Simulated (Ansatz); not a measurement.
**WSi2 (MoSi2 type, space group I4/mmm), energy over volume and axial ratio**

WSi₂ (MoSi2 type, space group I4/mmm)

```
WSi2
1.0
   -1.60147     1.60147     3.90823
    1.60147    -1.60147     3.90823
    1.60147     1.60147    -3.90823
W Si
1 2
Direct
  0.00000   0.00000   0.00000
  0.33452   0.33452   0.00000
  0.66548   0.66548   0.00000
```

The relaxed cell is deformed in two ways at once: its volume V is scaled, and at that volume it is stretched along z (the c axis of the conventional cell) so that c/a changes. Fractional atomic positions are held.

Method: PBEsol (plane waves to 420 eV, PAW, scalar-relativistic; Ansatz, a program for electronic structure). k mesh 20×20×20 (Γ-centred), Fermi-Dirac smearing 0.05 eV. Energies are smeared free energies. Stress and pressure are positive under compression. As the atoms are clamped, bonds stretch with the cell, which overstates energies and stresses. With partly filled bands, the response to shear is sensitive to the k mesh, so small differences along c/a are uncertain. Spin-orbit coupling is left out, though W is heavy. The PAW data are Ansatz's earlier set. WSi2 is run without spin polarisation. WSi2 was relaxed with its symmetry unable to fall. ΔE is measured from the relaxed starting cell.

ΔE (meV/atom), with V/V₀ across and (c/a)/(c/a)₀ down:

| (c/a)/(c/a)₀ \ V/V₀ | 0.920 | 0.947 | 0.973 | 1.000 | 1.027 | 1.053 | 1.080 |
|---|---|---|---|---|---|---|---|
| 0.880 | 351 | 289 | 247 | 222 | 213 | 216 | 231 |
| 0.920 | 192 | 139 | 107 | 91 | 89 | 101 | 123 |
| 0.960 | 104 | 58 | 31 | 21 | 25 | 41 | 68 |
| 1.000 | 73 | 31 | 7 | 0 | 7 | 25 | 55 |
| 1.040 | 87 | 46 | 24 | 17 | 25 | 44 | 74 |
| 1.080 | 134 | 93 | 70 | 63 | 70 | 89 | 118 |
| 1.120 | 206 | 164 | 139 | 131 | 136 | 153 | 180 |

σzz (GPa), with V/V₀ across and (c/a)/(c/a)₀ down:

```
(c/a)/(c/a)₀ \ V/V₀  0.920  0.947  0.973  1.000  1.027  1.053  1.080
-------------------  -----  -----  -----  -----  -----  -----  -----
0.880                 90.4   75.9   63.0   51.6   41.5   32.6   24.7
0.920                 64.5   51.8   40.7   30.9   22.3   14.7    8.0
0.960                 43.1   32.0   22.3   13.8    6.4    0.0   -5.6
1.000                 25.7   15.9    7.4    0.0   -6.4  -11.9  -16.6
1.040                 11.9    3.1   -4.4  -10.8  -16.2  -20.9  -24.9
1.080                  1.5   -6.4  -13.1  -18.8  -23.6  -27.7  -31.1
1.120                 -6.5  -13.6  -19.7  -24.8  -29.1  -32.7  -35.7
```

Read from the data:

The modulus against c/a change at fixed volume, (3/4V)·∂²E/∂(ln c/a)² (fit, atoms clamped) is 210 GPa, an upper bound as the atoms could relax. Lowest place on the grid: V/V₀ = 1.000, (c/a)/(c/a)₀ = 1.000 (0 meV/atom). Highest place on the grid: V/V₀ = 0.920, (c/a)/(c/a)₀ = 0.880 (351 meV/atom).

(Under strain, the slope of the energy per volume gives the stress and its curvature an elastic modulus.)
